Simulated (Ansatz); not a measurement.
**Calculated field gradients at the nuclei for PtSe2**

The cell is an entry of the Crystallography Open Database (COD) whose atoms were relaxed with PBE, the cell held.

```xyz
3
Lattice="3.7278 0.0000 0.0000 -1.8639 3.2284 0.0000 0.0000 0.0000 5.0313" Properties=species:S:1:pos:R:3 pbc="T T T"
Pt    0.0000    0.0000    0.0000
Se    0.0000    2.1522    1.3092
Se    1.8639    1.0761    3.7221
```

Sites (sets of like atoms) are named by element and the number of their first atom in this list.

Computed with Ansatz: DFT, PBE, plane waves and PAW, with spin–orbit coupling, 420 eV cutoff, Γ-centred 14×14×9 k-points, Fermi–Dirac smearing 0.05 eV.

Conventions: |V_zz| ≥ |V_yy| ≥ |V_xx|, η = (V_xx − V_yy)/V_zz, C_Q = eQV_zz/h.

| site | atoms (order as listed) | first shell | V_zz (10²¹ V/m²) | η | C_Q (MHz) |
| --- | --- | --- | --- | --- | --- |
| Pt | 1 | 6 Se at 2.52 Å | 8.73 | 0.00 | – |
| Se | 2, 3 | 3 Pt at 2.52 Å; also 3 Se at 3.23 Å | -3.66 | 0.00 | – |

An axis of threefold or higher order runs through Pt and Se, so V_zz lies along it and η is zero.

Pt, Se have no stable isotope with a ground-state quadrupole moment in the table, so no C_Q is given.

At this cell the principal stresses reach 5 GPa in size with PBE, which can matter for small gradients. With no gap above 0.1 eV, as in a metal, the gradients converge slowly in k; expect changes of a tenth or more on a denser mesh.

Hardware: 1 thread of Intel Xeon Platinum 8488C (Sapphire Rapids) (x86_64; 16 cores open to the job, memory cap 3.0 GiB, no GPU), a shared host with a load of 0.3 a core. Wall time 90 s, CPU time 90 s, peak memory 1.3 GiB.
